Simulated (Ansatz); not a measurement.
La2Zn2As3: reading a single point

```xyz
14
Lattice="0.0000 4.2808 0.0000 8.0647 -2.1404 0.0000 -0.9565 2.1404 -9.5974" Properties=species:S:1:pos:R:3 pbc="T T T"
La    6.6887    0.0000   -3.2220
La    0.4196    4.2808   -6.3755
La    5.0407    2.1404   -9.1155
La    2.0675    2.1404   -0.4820
Zn    5.5212    0.0000   -6.5810
Zn    1.5870    4.2808   -3.0165
Zn    3.1921    2.1404   -6.2658
Zn    3.9161    2.1404   -3.3317
As   -0.5952    2.1404   -8.3990
As    7.7034    2.1404   -1.1984
As    3.8937    0.0000   -1.9163
As    3.2145    4.2808   -7.6811
As    1.4480    2.1404   -4.4141
As    5.6602    2.1404   -5.1834
```

Level: PBE, no spin polarisation; 420 eV; 5×5×5 Γ-centred mesh; fermi-dirac occupations (width 0.1 eV); Ansatz 0.2.0, fixed geometry.

(1) Is there a gap?

(2) Is it stable against the elements?

(3) Which element gives electrons and which takes them?

(4) What does the stress say?

(5) Which atom feels the largest force, and which way?

(6) Describe some of the short contacts.

Origin: a known structure type with other elements, at an estimated volume, so it need not be a known compound. Caveats: the k mesh is coarse if the cell is a metal; f levels without a U or exact exchange are poorly placed.

Answers

(1) It is a metal, with about 7.5 states/eV a cell as the mean within 0.25 eV of the Fermi level, mostly La d (56 %) and As p (15 %).

(2) -0.83 eV an atom against the elements' usual phases (free molecules for gases, crystals otherwise, with no correction for O₂ or N₂), so it is bound against them; other compounds may still compete. Relaxing would lower it.

(3) Bader charges in e: La +1.36 to +1.42, Zn +0.29 to +0.38, As -1.19 to -1.11. In the mean La gives up most and As takes most.

(4) The pressure is -0.1 GPa (compression positive), so with the atoms held at these fractions the cell is close to zero pressure; the forces are large, so a full relaxation may end otherwise. The principal stresses -1.5, -0.5, 1.8 GPa differ, so its shape would change too.

(5) The largest is on As9 (and as large on other atoms): 1.07 eV/Å, components (0.08, 0.00, 1.06). It makes 167° with the line to a nearest neighbour, As10 at 2.50 Å, pointing away from it.

(6) As–As at 2.50 Å: least valence density 0.45 e/Å³ and ELF 0.56 there. Zn–As at 2.54 Å: least valence density 0.36 e/Å³ and ELF 0.36 there. La–As at 3.07 Å: least valence density 0.21 e/Å³ and ELF 0.20 there. Both are smooth PAW fields, read partly inside the augmentation spheres.
